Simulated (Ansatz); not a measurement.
Pd (fcc, Cu type), conventional cell a = b = c = 3.943 Å, α = β = γ = 90.00°. The calculation uses the primitive cell of 1 atom, to which meshes and values per cell refer.

This relaxed cell (volume V₀) is scaled evenly in all directions, its shape held. Symmetry pins the atoms to their sites.

Method: PBE (plane waves to 420 eV, PAW, scalar-relativistic; Ansatz, a quantum-chemistry and plane-wave program). k mesh 20×20×20 (Γ-centred), Fermi-Dirac smearing 0.05 eV. The energy includes the smearing's −TS. Pd is run without spin polarisation. Pd was relaxed with its symmetry unable to fall. The PAW data are Ansatz's earlier set. The zero of ΔE is the relaxed starting cell. The last digit holds for this mesh only.

```
V (Å³/atom)  ΔE (meV/atom)
-----------  -------------
13.789               101.1
14.172                53.6
14.555                22.5
14.938                 5.3
15.321                 0.0
15.704                 4.8
16.087                18.0
16.470                38.5
16.853                65.1
```

Question: What is the fitted pressure derivative B₀′?

Answer: 5.6.

Question: What bulk modulus B₀ follows from a third-order Birch-Murnaghan fit?

Answer: 168 GPa. Check by three points about V = 15.321 Å³/atom, step 0.766: d²E/dV² ≈ (22 − 2·0 + 18) meV / 0.766² = 0.0682 eV/Å⁶, and V·d²E/dV² × 160.2 = 167 GPa.

(Under strain, the slope of the energy per volume gives the stress and its curvature an elastic modulus.)
